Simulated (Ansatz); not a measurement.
NiSi2 (fluorite type, space group Fm-3m)

```
NiSi2
1.0
    0.00000     2.69488     2.69488
    2.69488     0.00000     2.69488
    2.69488     2.69488     0.00000
Ni Si
1 2
Direct
  0.00000   0.00000   0.00000
  0.25000   0.25000   0.25000
  0.75000   0.75000   0.75000
```

In each cell atom 3 (Si, nearest neighbour Ni at 2.334 Å; its periodic images, 3.8 Å or more away, move with it) moves by s·(0.577, 0.577, 0.577) (along Cartesian [111]), the rest being held.

The numbers are results of PBEsol (plane waves to 420 eV, PAW, scalar-relativistic; Ansatz, a quantum-chemistry and plane-wave program), not measurements. k mesh 12×12×12 (Γ-centred), Fermi-Dirac smearing 0.05 eV. The energy includes the smearing's −TS. With partly filled bands, energies and forces of such displacements shift with the k mesh and the smearing. On this mesh the relaxed cell isn't quite at rest: it carries a pressure of -0.1 GPa (compression positive) at the zero of the scan. NiSi2 is run without spin polarisation. NiSi2 was relaxed with its symmetry unable to fall. The PAW data are Ansatz's earlier set. The zero of ΔE is the undisplaced structure. The last digit holds for this mesh only.

```tsv
s (Å)	ΔE (meV/cell)
-0.470	637.8
-0.376	441.9
-0.282	267.5
-0.188	126.8
-0.094	33.5
0.000	0.0
0.094	38.7
0.188	169.3
0.282	419.7
0.376	827.5
0.470	1449.2
```

**Question.** What force constant k = d²E/ds² at s = 0 does the table give?

**Answer.** 8.1 eV/Å². It is the second difference of the nearest points, corrected with the next pair.

**Question.** With k = 8.14 eV/Å² from the forces, is the well harmonic out to s = 0.470 Å?

**Answer.** ½ks² = 899 meV/cell against the computed 1449 meV/cell, so the well is stiffer than harmonic there.

(A displaced cell: forces are minus the slopes of the energy, force constants its curvatures, and phonons follow from these.)
